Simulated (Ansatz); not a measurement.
Space group Fm-3m (No. 225). a = 6.023 Å, b = 6.023 Å, c = 6.023 Å, α = 90.00°, β = 90.00°, γ = 90.00°
```
atom site symmetry x y z
  Li    4a m-3m  0.0000  0.0000  0.0000
  Zn    8c      -43m  0.2500  0.7500  0.7500
  Zn    4b m-3m  0.5000  0.0000  0.0000
```

Equation of state of this LiZn$_{3}$ structure (not necessarily the ground state), with shape and atoms relaxed at each volume where symmetry leaves them free. It has no gap at any of these volumes. All numbers below come from DFT r2SCAN, scalar-relativistic, plane waves, PAW (Ansatz).

Settings: cutoff 500 eV, Γ-centred mesh 12×12×12 on the computed 4-atom cell, Gaussian smearing of 0.10 eV; no spin polarisation.

| V (Å³/atom) | E − E(largest V) (meV/atom) | P (GPa) |
| --- | --- | --- |
| 12.839 | 2.71 | 5.05 |
| 13.249 | -6.56 | 2.31 |
| 13.659 | -9.43 | 0.02 |
| 14.068 | -6.98 | -1.90 |
| 14.478 | 0.00 | -3.51 |

Q: Fit a third-order Birch–Murnaghan equation to E(V).

A: V0 = 13.66 Å³/atom, B0 = 70 GPa, B0' = 4.8.

Cost: 5 runs of about 1.7 core-minutes in all, on Arm Neoverse V2 (shared hosts).